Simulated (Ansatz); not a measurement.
SrNbO3, first-principles data

SrNbO3:
```cif
data_NbO3Sr
_chemical_formula_sum 'Sr1 Nb1 O3'
_space_group_name_H-M_alt 'Pm-3m'
_space_group_IT_number 221
_space_group_name_Hall '-P 4 2 3'
_cell_length_a 4.01788
_cell_length_b 4.01788
_cell_length_c 4.01788
_cell_angle_alpha 90.000
_cell_angle_beta 90.000
_cell_angle_gamma 90.000
loop_
_atom_site_label
_atom_site_type_symbol
_atom_site_symmetry_multiplicity
_atom_site_Wyckoff_symbol
_atom_site_fract_x
_atom_site_fract_y
_atom_site_fract_z
_atom_site_occupancy
Sr1 Sr 1 b 0.50000 0.50000 0.50000 1
Nb1 Nb 1 a 0.00000 0.00000 0.00000 1
O1 O 3 d 0.00000 0.00000 0.50000 1
```

Space group Pm-3m (No. 221), cubic perovskite; conventional cell a = b = c = 4.0179 Å, α = β = γ = 90.00°.

Method: PBEsol in the plane-wave PAW code Ansatz. Structure relaxed to zero pressure with the same functional. Other levels are named where they apply.

**Cell and energy**

```yaml
volume_per_atom: 12.97 Å³
density: 5.85 g/cm³
Formation energy from the elements (no fitted shifts): -2.89 eV/atom
```

**Electronic structure**

```yaml
electronic_character: metallic (no gap)
Density of states at the Fermi level: 0.23 states/eV per atom (mean over ±0.08 eV)
Gap with spin–orbit coupling: none (metallic)
```

**Mechanics**

```yaml
Bulk modulus (Birch–Murnaghan fit): 189 GPa
Pressure derivative B′: 4.4
Elastic constants (relaxed ions, GPa): C11 = 381, C12 = 93.2, C44 = 60.9
mechanical_stability: stable (all eigenvalues of C positive)
hill_bulk_and_shear_moduli: 189 and 86.6 GPa
Young's modulus: 225 GPa
Poisson's ratio: 0.30
debye_temperature_from_the_elastic_constants: 545 K
```

**Phonons**

```yaml
highest_zone_centre_frequency: 617 cm⁻¹
zone_centre_stability: no imaginary mode at Γ
```

The workflow started from a Materials Project entry (that database holds measured and hypothetical structures alike); the Crystallography Open Database copy checked does not list it. COD files the formula under space group No. 62. Its standing as an ambient phase is unchecked. The cell was relaxed with PBEsol under the symmetry of its start. The run is not spin-polarised. With an odd number of electrons in the cell and no spin polarisation, the count alone makes it a metal. As this level gives no gap, shear constants depend on the k-mesh and smearing (Fermi–Dirac, 0.1 eV here). As this level gives no gap, phonon frequencies hold no LO–TO term and depend on the k-mesh and smearing (Fermi–Dirac, 0.1 eV here). The references are the lowest solids computed at this level, not always the standard phases (solids in place of the gases). Spin–orbit coupling is left out wherever it is not named.

Potentials: the later of the program's two PAW sets.
